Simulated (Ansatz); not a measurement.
## Computed properties of Pd

Pd:
```xyz
1
Lattice="2.5655 0.0000 0.0000 0.0000 2.5655 0.0000 0.0000 0.0000 2.5655" Properties=species:S:1:pos:R:3 pbc="T T T"
Pd     0.0000     0.0000     0.0000
```

Space group Pm-3m (No. 221), simple cubic; conventional cell a = b = c = 2.565 Å, α = β = γ = 90.00°.

Method: PBEsol (plane waves, PAW; program Ansatz). Structure relaxed to zero pressure with the same functional. Other levels are named where they apply.

Cell and energy:

```json
{
  "volume_per_atom": "16.88 Å³",
  "density": "10.47 g/cm³"
}
```

Electronic structure:

```json
{
 "electronic_character": "metallic (no gap)",
 "Density of states at the Fermi level": "1.6 states/eV per atom (mean over ±0.08 eV)",
 "Gap with spin–orbit coupling": "none (metallic)"
}
```

Mechanics:

```json
{
 "Bulk modulus (Birch–Murnaghan fit)": "148 GPa",
 "Pressure derivative B′": "5.2",
 "Elastic constants (relaxed ions, GPa)": "C11 = 363, C12 = 41.7, C44 = -17.4",
 "mechanical_stability": "unstable (C has a negative eigenvalue)"
}
```

A made-up cell: these elements were put on the sites of a structure type; neither database checked (COD, Materials Project) lists it. It is not the phase usual at ambient conditions (space group No. 225). Symmetry was held in the PBEsol relaxation. The run is not spin-polarised. As this level gives no gap, shear constants depend on the k-mesh and smearing (Fermi–Dirac, 0.1 eV here). Scalar-relativistic: spin–orbit coupling is off unless named, which matters more the heavier the elements.

Potentials: the later of the program's two PAW sets.
